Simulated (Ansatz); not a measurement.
Al:
```yaml
crystal:
  lattice:
    - [2.82985, 0.00000, 0.00000]
    - [-1.41493, 2.45072, 0.00000]
    - [0.00000, 0.00000, 9.21775]
  atoms:
    - { symbol: Al, position: [0.00000, 0.00000, 0.00000] }
    - { symbol: Al, position: [0.00000, 0.00000, 0.50000] }
    - { symbol: Al, position: [0.33333, 0.66667, 0.25000] }
    - { symbol: Al, position: [0.66667, 0.33333, 0.75000] }
```

Relaxed with r²SCAN. Special points in fractions of this cell's reciprocal vectors: Γ (0.000, 0.000, 0.000); M (0.500, 0.000, 0.000); K (0.333, 0.333, 0.000); A (0.000, 0.000, 0.500); L (0.500, 0.000, 0.500); H (0.333, 0.333, 0.500).

Q: List the band energies nearest the Fermi level at these points for r²SCAN (plane waves, PAW; program Ansatz).

A: In eV from the Fermi level; about four levels below and three above (degenerate sets whole), none deeper than 8.9 eV; points with the same levels are listed once.

```tsv
k	below	above
Γ	-5.15 -4.56	3.76 3.76 11.59 11.59
M	-4.33 -4.32 -3.50 -3.49	0.79 1.21 1.55
K	-2.30 -2.30 -1.44 -1.44 -0.84	2.57 3.34 3.34
A	-7.99 -7.99 -0.91 -0.91	9.02 9.02 11.94 11.94 11.94 11.94
L	-2.02 -2.02 -1.29 -1.29	4.98 4.98 5.03 5.03
H	-3.10 -3.10 -0.29 -0.29	0.60 0.60 1.26 1.26
```

Space group P6_3/mmc (dhcp (α-La type)). The workflow started from a Materials Project entry (that database holds measured and hypothetical structures alike); the Crystallography Open Database copy checked does not list it. It is not the phase usual at ambient conditions (space group No. 225). The cell was relaxed with r²SCAN under the symmetry of its start; of distortions, only those at the zone centre were tested.

Potentials: the later of the program's two PAW sets.
